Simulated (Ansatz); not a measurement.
Relaxed-ion elastic tensor of Ag (fcc (Cu type), Fm-3m) in GPa (Voigt order), PBEsol in the plane-wave PAW code Ansatz; density 10.76 g/cm³, 16.65 Å³ per atom.

```csv
,1,2,3,4,5,6
1,143,107,107,0.0,0.0,0.0
2,107,143,107,0.0,0.0,0.0
3,107,107,143,0.0,0.0,0.0
4,0.0,0.0,0.0,51.2,0.0,0.0
5,0.0,0.0,0.0,0.0,51.2,0.0
6,0.0,0.0,0.0,0.0,0.0,51.2
```

Question: Is the crystal mechanically stable?

Answer: Yes: the smallest eigenvalue of C is 36.1 GPa.

Question: Work out the Voigt, Reuss and Hill averages.

Answer: K_V = 119, K_R = 119, K_H = 119; G_V = 38.0, G_R = 29.5, G_H = 33.7 GPa.

Question: Give Young's modulus, Poisson's ratio, Pugh's ratio and the universal anisotropy index.

Answer: E = 9KG/(3K + G) = 92.5 GPa; ν = 0.37; K/G = 3.53 (ductile by the Pugh limit of 1.75); A_U = 5G_V/G_R + K_V/K_R − 6 = 1.43.

Question: Estimate the sound speeds and the Debye temperature.

Answer: v_l = √((K + 4G/3)/ρ) = 3910 m/s, v_t = √(G/ρ) = 1770 m/s, mean 2000 m/s; Θ = (h/k)(3n/4πV)^(1/3) v_m = 233 K.

Question: Give the Zener ratio and Young's modulus along [100], [110] and [111].

Answer: A = 2C44/(C11 − C12) = 2.84; 1/E = S11 − 2(S11 − S12 − S44/2)Γ with Γ = 0, 1/4, 1/3 gives 51.5, 95.9, 134 GPa.

Question: Solve the Christoffel equation for the three sound speeds along [100], [110], [111].

Answer: Eigenvalues of C_ijkl n_j n_l equal ρv². In km/s, slowest first: [100] 2.18, 2.18, 3.65; [110] 1.29, 2.18, 4.05; [111] 1.64, 1.64, 4.17.

The PBEsol relaxation kept the symmetry of its start. No spin polarisation was allowed. As this level gives no gap, shear constants depend on the k-mesh and smearing (Fermi–Dirac, 0.1 eV here).

Potentials: the later of the program's two PAW sets.
